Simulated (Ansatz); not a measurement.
input.yaml (Ansatz)

```yaml
crystal:
  lattice:
    - [-1.5658570007, 1.5658570007, 1.5658570007]
    - [1.5658570007, -1.5658570007, 1.5658570007]
    - [1.5658570007, 1.5658570007, -1.5658570007]
  atoms:
    - { symbol: Ag, position: [0.0, 0.0, 0.0] }
hamiltonian:
  xc: r2scan
  pseudopotentials:
    kind: paw
    azcp:
      Ag: "pseudopotentials/Ag.paw.azcp"
basis:
  ecutwfc: 500
  fft_grid_basis: typed
kpoints:
  mp_grid: { grid: [15, 15, 15], shift: [0, 0, 0] }
magnetization:
  spin_polarized: false
scf:
  occupations: { method: fermi_dirac, width: 0.1 }
  lower_state_search: "off"
output:
  stress: true
```

Terminal output

```
Engine: ansatz 0.2.0, x86_64-unknown-linux-gnu
Pseudopotentials: kind: paw
Pseudopotential: Ag, paw, valence charge 19, recommended cutoff 500 eV (meta_gga) 
Functional definition: r2SCAN
  parameter k0 = 0.174
  parameter k1 = 0.065
  parameter a1 = 4.9479
  exchange = r2scan_x(k0 = k0, k1 = k1, a1 = a1)
  correlation = r2scan_c
Crystal: 1 atoms, lattice volume = 15.357 Å³
Basis set: ecut = 500 eV, 381 PW (Γ), exchange–correlation on 80×80×80 points (64 copies of the dense FFT grid, shifted against one another)
Bands: 14, of which v1, the nominal top of the filled ones, is band 10 counted from 1 (9 counted from 0)
Symmetry: 48 space group operations
Space group: Im-3m (ITA 229), of the structure as read, at distance tolerance 2.5e-5 Å
k-points: 120 of 3375
Non-local potential: Ag, projectors of the file, l = 0: 3, l = 1: 2, l = 2: 2, l = 3: 1
PAW form: soft (Blöchl's): semilocal exchange-correlation on the pseudo side does not see the compensation charge
PAW frozen core: Ag, regenerated for the run's functional (the file was generated under x = pbe(κ = 0.804, μ = 0.2195149727645171), c = pbe(β = 0.06672455060314922))
PAW one-centre angular grid: Ag, 590 points (default); XC on 160 Gauss nodes
Initial density: superposition of atomic densities (neutral atoms: chi_scale 0, normalization atom), corrected by the library's trained network
Initial wavefunctions: pseudopotential atomic-orbital guess
Functional: x = r2scan, c = r2scan; τ floored in thin density (d = 2e-4 eV/Å³)
SCF iter   1: F=-7603.815461 eV  HF=-7603.821023 eV  |F-HF|=5.56e-3  |Δ(HF+E_count)|=         —  Δρ=1.06e-2  dr2=1.44e-2  dr2_τ=9.87e-4  ethr=1.77e-3  ⟨swp⟩=4.4  Hψ=8926  notcnv=0
SCF iter   2: F=-7603.819727 eV  HF=-7603.820436 eV  |F-HF|=7.09e-4  |Δ(HF+E_count)|=   5.87e-4  Δρ=5.57e-3  dr2=1.50e-3  dr2_τ=4.85e-4  ethr=7.56e-5  ⟨swp⟩=2.2  Hψ=4009  notcnv=0  defer=25
SCF iter   3: F=-7603.820275 eV  HF=-7603.820358 eV  |F-HF|=8.21e-5  |Δ(HF+E_count)|=   7.82e-5  Δρ=2.25e-3  dr2=4.00e-4  dr2_τ=1.73e-5  ethr=7.91e-6  ⟨swp⟩=2.6  Hψ=3282  notcnv=0  defer=25
SCF iter   4: F=-7603.820309 eV  HF=-7603.820316 eV  |F-HF|=7.75e-6  |Δ(HF+E_count)|=   4.12e-5  Δρ=9.32e-4  dr2=6.06e-5  dr2_τ=6.49e-6  ethr=2.10e-6  ⟨swp⟩=1.0  Hψ=2135  notcnv=0  defer=25
SCF iter   5: F=-7603.820321 eV  HF=-7603.820321 eV  |F-HF|=6.95e-8  |Δ(HF+E_count)|=   4.78e-6  Δρ=2.09e-4  dr2=2.70e-6  dr2_τ=3.53e-7  ethr=3.19e-7  ⟨swp⟩=1.1  Hψ=1696  notcnv=0  defer=25
SCF iter   6: F=-7603.820321 eV  HF=-7603.820321 eV  |F-HF|=5.76e-8  |Δ(HF+E_count)|=   1.75e-7  Δρ=2.74e-5  dr2=3.00e-8  dr2_τ=8.71e-9  ethr=5.26e-10  ⟨swp⟩=2.6  Hψ=5742  notcnv=0
SCF 1 converged in 6 iterations: F = -7603.820321 eV  dr2 = 3.00e-8
SCF converged after 6 iterations
Free energy (F): -7603.820321 eV
Harris-Foulkes:  -7603.820321 eV  (|F-HF|=5.76e-8)
Internal energy: -7603.811716 eV  (E = F + TS)
E sigma→0 (E₀):  -7603.816019 eV
Entropy (-TS):   -0.008605 eV (-8.605 meV/atom)
Fermi energy:    19.903920 eV
--- Per-component energies (eV) ---
  E_band       = -213.073060
  E_kinetic    = 530.127627
  E_local      = -2032.823232  (includes V_loc(G=0)·N_el)
  E_nonlocal   = 80.854716
  E_hartree    = 940.588272
  E_xc         = -179.560015
  E_vxc        = -264.528552  (∫ρ·V_xc dr)
  E_paw        = -3922.142922  (= ΣΔE_a)
  E_vpaw       = -426.871584  (= ΣTr[D̂ρ^β])
  E_aug_tail   = 0.000056  (compensation charges beyond the density's cutoff)
  E_vtau       = 18.989715  (kinetic-family band-sum trace: ∫τ·v_τ [+ j·A + Jᵃ·Aᵃ] dr)
  E_ewald      = -3020.346909
  E_core_change = -0.509311  (= ΣΔE_core)
  E_smearing   = -0.008605  (= −TS)
  E_closure    = 0.000000  (closes the sum)
  Σ components = -7603.820321   (vs F -7603.820321, Δ=0.00e0)
--- Stress (GPa, compression-positive) ---
       18.018910       0.000000      -0.000000
       -0.000000      18.018910      -0.000000
        0.000000       0.000000      18.018910
  P = ⅓ Tr σ = 18.0189 GPa (180.189 kbar)
```

Command:

```sh
ansatz run input.yaml --threads 1 --pin off --max-ram 3584MiB --backend cpu --events-out ev --progress --plain --runs-dir out
```

On 1 thread of Intel(R) Xeon(R) Platinum 8259CL CPU @ 2.50GHz (Skylake/Cascade Lake) (shared host) this took about 4.3 s of wall time and 4.2 s of CPU time.
